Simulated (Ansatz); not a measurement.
Input and command of a calculation in Ansatz (plane waves; scalar-relativistic PAW potentials unless the input names others):

```yaml
crystal:
  lattice:
    - [3.9669289707, 0.0, 0.0]
    - [0.0, 3.9669289707, 0.0]
    - [0.0, 0.0, 3.9669289707]
  atoms:
    - { symbol: Cr, position: [0.5, 0.0, 0.5], spin: 2.65 }
    - { symbol: Cr, position: [0.0, 0.5, 0.5], spin: 2.65 }
    - { symbol: Cr, position: [0.5, 0.5, 0.0], spin: 2.65 }
    - { symbol: Ga, position: [0.0, 0.0, 0.0], spin: -0.27 }
    - { symbol: "N", position: [0.5, 0.5, 0.5], spin: -0.2 }
basis:
  ecutwfc: 500
kpoints:
  mp_grid: { grid: [10, 10, 10] }
hamiltonian:
  xc: r2scan
  pseudopotentials: { kind: nc, accuracy: standard }
scf:
  occupations: { method: gaussian, width: 0.1 }
  mixing: { algorithm: msr1, beta: 0.1 }
output:
  forces: true
  eigenvalues: true
  stress: true
magnetization:
  spin_polarized: true
```

```bash
ansatz run input.yaml --threads 1 --pin off --max-ram 2560MiB --backend cpu --events-out ev --progress --plain --runs-dir out
```

Abridged log:
```
Warning: basis.ecutwfc = 500 eV is below the records' recommended 1278.935154 eV, and the density's cutoff is lower with it unless basis.ecutrho_ratio is high enough to keep the records' density cutoff: compare with a run at a higher cutoff
Warning: hamiltonian.xc reads the kinetic-energy density τ on the library's norm-conserving files, and those of Cr, Ga, N were made for PBE. This build holds files of Cr, Ga, N that were made for r²SCAN, which a deck under this functional can read where it names no table (hamiltonian.pseudopotentials.accuracy or source), types no xc_functional and has no exact exchange, max_exx_coeff or level of output.embedding that keeps them out. To compare such runs, type hamiltonian.pseudopotentials: {kind: paw, frozen_core: stored} on both or, where PAW refuses one, {kind: nc, accuracy: standard}
Basis set: ecut = 500 eV, 1575 PW (Γ), exchange–correlation on 120×120×120 points (64 copies of the dense FFT grid, shifted against one another)
Bands: 42, of which v1, the nominal top of the filled ones, is band 30 counted from 1 (29 counted from 0)
Symmetry: 48 space group operations
k-points: 56 of 1000
SCF iter   1: F=—  HF=-9612.871057 eV  |F-HF|=—  |Δ(HF+E_count)|=         —  Δρ=3.31e-1 (↑3.31e-1 ↓1.63e-1) dr2=7.74e1  dr2_τ=1.43e2  dr2_m=1.14e1  M=3.511 μB ∫|m|=3.866 μB  β_m=0.10  ethr=3.10e-3  ⟨swp⟩=5.8  Hψ=20239  notcnv=0
spin=Collinear: Kerker preconditioning applied to the charge; magnetization (m = ρ↑ − ρ↓) channel mixes plain (no charge-response kernel on spin).
SCF iter   2: F=—  HF=-9605.276649 eV  |F-HF|=—  |Δ(HF+E_count)|=    7.59e0  Δρ=2.80e-1 (↑2.80e-1 ↓1.43e-1) dr2=5.44e1  dr2_τ=4.82e0  dr2_m=8.07e0  M=4.056 μB ∫|m|=4.425 μB  β_m=0.10  ethr=3.10e-3  ⟨swp⟩=2.3  Hψ=8537  notcnv=0  defer=404
SCF iter   3: F=—  HF=-9590.106151 eV  |F-HF|=—  |Δ(HF+E_count)|=    1.52e1  Δρ=9.83e-2 (↑9.83e-2 ↓8.44e-2) dr2=2.90e0  dr2_τ=1.04e1  dr2_m=2.71e0  M=6.442 μB ∫|m|=6.967 μB  β_m=0.10  ethr=3.10e-3  ⟨swp⟩=4.4  Hψ=13670  notcnv=0  defer=369
SCF iter   4: F=—  HF=-9590.161809 eV  |F-HF|=—  |Δ(HF+E_count)|=   5.57e-2  Δρ=8.78e-2 (↑8.78e-2 ↓7.72e-2) dr2=2.42e0  dr2_τ=1.00e0  dr2_m=2.23e0  M=6.373 μB ∫|m|=6.884 μB  β_m=0.10  ethr=3.10e-3  ⟨swp⟩=2.2  Hψ=6144  notcnv=0  defer=330
SCF iter   5: F=—  HF=-9589.990030 eV  |F-HF|=—  |Δ(HF+E_count)|=   1.72e-1  Δρ=6.37e-2 (↑4.99e-2 ↓6.37e-2) dr2=3.01e-1  dr2_τ=9.39e-1  dr2_m=1.70e0  M=6.387 μB ∫|m|=6.899 μB  β_m=0.10  ethr=3.10e-3  ⟨swp⟩=2.7  Hψ=7544  notcnv=0  defer=330
SCF iter   6: F=—  HF=-9590.044874 eV  |F-HF|=—  |Δ(HF+E_count)|=   5.48e-2  Δρ=5.34e-2 (↑5.04e-2 ↓5.34e-2) dr2=7.06e-2  dr2_τ=4.51e-1  dr2_m=1.49e0  M=6.258 μB ∫|m|=6.768 μB  β_m=0.10  ethr=5.02e-4  ⟨swp⟩=2.1  Hψ=8534  notcnv=0  defer=326
SCF iter   7: F=—  HF=-9590.186167 eV  |F-HF|=—  |Δ(HF+E_count)|=   1.41e-1  Δρ=4.87e-2 (↑4.41e-2 ↓4.87e-2) dr2=4.33e-2  dr2_τ=2.15e-1  dr2_m=1.21e0  M=6.294 μB ∫|m|=6.827 μB  β_m=0.10  ethr=1.18e-4  ⟨swp⟩=2.3  Hψ=7408  notcnv=0  defer=326
SCF iter   8: F=—  HF=-9590.273082 eV  |F-HF|=—  |Δ(HF+E_count)|=   8.69e-2  Δρ=4.34e-2 (↑4.34e-2 ↓4.21e-2) dr2=1.40e-2  dr2_τ=1.93e-1  dr2_m=1.04e0  M=6.223 μB ∫|m|=6.758 μB  β_m=0.10  ethr=7.22e-5  ⟨swp⟩=2.0  Hψ=6779  notcnv=0  defer=326
   ...
SCF iter  15: F=—  HF=-9590.745249 eV  |F-HF|=—  |Δ(HF+E_count)|=   1.77e-1  Δρ=2.74e-3 (↑2.74e-3 ↓1.88e-3) dr2=2.60e-4  dr2_τ=2.96e-4  dr2_m=2.93e-3  M=6.383 μB ∫|m|=7.102 μB  β_m=0.78  ethr=4.00e-8  ⟨swp⟩=5.2  Hψ=16264  notcnv=0  defer=326
SCF iter  16: F=—  HF=-9590.749877 eV  |F-HF|=—  |Δ(HF+E_count)|=   4.63e-3  Δρ=1.82e-3 (↑1.82e-3 ↓1.22e-3) dr2=1.56e-4  dr2_τ=6.06e-4  dr2_m=1.27e-3  M=6.423 μB ∫|m|=7.167 μB  β_m=0.89  ethr=4.00e-8  ⟨swp⟩=3.3  Hψ=11734  notcnv=0  defer=326
SCF iter  17: F=—  HF=-9590.752285 eV  |F-HF|=—  |Δ(HF+E_count)|=   2.41e-3  Δρ=5.49e-4 (↑5.49e-4 ↓5.01e-4) dr2=2.50e-5  dr2_τ=9.85e-5  dr2_m=1.48e-4  M=6.492 μB ∫|m|=7.268 μB  β_m=0.94  ethr=4.00e-8  ⟨swp⟩=3.7  Hψ=11570  notcnv=0  defer=326
SCF iter  18: F=—  HF=-9590.752578 eV  |F-HF|=—  |Δ(HF+E_count)|=   2.93e-4  Δρ=5.29e-4 (↑5.29e-4 ↓2.43e-4) dr2=5.88e-5  dr2_τ=1.21e-4  dr2_m=7.94e-5  M=6.524 μB ∫|m|=7.307 μB  β_m=0.97  ethr=4.00e-8  ⟨swp⟩=2.7  Hψ=8446  notcnv=0  defer=324
SCF iter  19: F=—  HF=-9590.752704 eV  |F-HF|=—  |Δ(HF+E_count)|=   1.26e-4  Δρ=2.00e-4 (↑2.00e-4 ↓1.38e-4) dr2=8.53e-6  dr2_τ=1.07e-5  dr2_m=1.31e-5  M=6.551 μB ∫|m|=7.338 μB  β_m=0.99  ethr=4.00e-8  ⟨swp⟩=2.6  Hψ=8544  notcnv=0  defer=324
SCF iter  20: F=—  HF=-9590.752750 eV  |F-HF|=—  |Δ(HF+E_count)|=   4.60e-5  Δρ=6.20e-5 (↑6.20e-5 ↓5.22e-5) dr2=1.66e-6  dr2_τ=1.54e-6  dr2_m=1.26e-6  M=6.577 μB ∫|m|=7.367 μB  β_m=0.99  ethr=1.42e-8  ⟨swp⟩=3.0  Hψ=9141  notcnv=0  defer=324
SCF iter  21: F=—  HF=-9590.752753 eV  |F-HF|=—  |Δ(HF+E_count)|=   3.08e-6  Δρ=2.55e-5 (↑2.55e-5 ↓1.41e-5) dr2=3.56e-7  dr2_τ=3.49e-7  dr2_m=1.52e-7  M=6.582 μB ∫|m|=7.372 μB  β_m=1.00  ethr=2.76e-9  ⟨swp⟩=2.5  Hψ=7994  notcnv=0  defer=324
SCF iter  22: F=-9590.752753 eV  HF=-9590.752753 eV  |F-HF|=2.60e-8  |Δ(HF+E_count)|=   3.93e-7  Δρ=3.91e-6 (↑3.91e-6 ↓3.39e-6) dr2=2.24e-8  dr2_τ=2.04e-9  dr2_m=2.33e-9  M=6.582 μB ∫|m|=7.373 μB  ethr=1.67e-10  ⟨swp⟩=9.8  Hψ=23993  notcnv=0
SCF 1 converged in 22 iterations: F = -9590.752753 eV  dr2 = 2.24e-8
SCF converged after 22 iterations
Magnetization: 6.5825 μB (33.2912 up, 26.7088 down)
Absolute magnetization: 7.3729 μB (∫|ρ↑−ρ↓|)
Spin contamination: 0.1681 ħ² per cell (⟨S²⟩ above its minimum at these occupations)
Per-site moments (μB) at R_I (Å): [(1.74463643, 0.81817910), (1.74463643, 0.81817910), (1.74463643, 0.81817910), (-0.18754719, 1.15707997), (-0.14261054, 0.81817910)]
Free energy (F): -9590.752753 eV
Harris-Foulkes:  -9590.752753 eV  (|F-HF|=2.60e-8)
Internal energy: -9590.734049 eV  (E = F + TS)
E sigma→0 (E₀):  -9590.743401 eV
Entropy (-TS):   -0.018704 eV (-3.741 meV/atom)
Fermi energy:    16.476084 eV
--- Forces (eV/Å), atoms counted from 1 ---
  atom   1  Cr     0.00000000     0.00000000     0.00000000
  atom   2  Cr     0.00000000     0.00000000     0.00000000
  atom   3  Cr     0.00000000     0.00000000     0.00000000
  atom   4  Ga     0.00000000     0.00000000     0.00000000
  atom   5  N      0.00000000     0.00000000     0.00000000
--- Stress (GPa, compression-positive) ---
      -27.793942       0.000000       0.000000
        0.000000     -27.793942       0.000000
        0.000000       0.000000     -27.793942
  P = ⅓ Tr σ = -27.7939 GPa (-277.939 kbar)
```

Apart from outputs and empty bands, the input differs from a reference run on usual settings in hamiltonian.pseudopotentials: not typed → {"kind": "nc", "accuracy": "standard"}; scf.mixing.algorithm: not typed → "msr1"; scf.mixing.beta: not typed → 0.1. The reference, at the same geometry, gave pressure 0.01 GPa, largest force 0.000 eV/Å, no gap on the mesh. This run converged in 22 SCF iterations with a total energy on another zero, pressure -27.79 GPa, largest force 0.000 eV/Å, no gap on the mesh. Its cutoff is looser than usual. The Hamiltonian differs as well, so the change in the result can't be put down to that alone.

Moments start parallel, and another magnetic order may lie lower. No Hubbard U is used, which oxides and halides of open 3d shells often need for their gap.

The run took 46 s on 1 thread of Intel(R) Xeon(R) Platinum 8488C (Sapphire Rapids) (shared host), peak memory 0.64 GiB.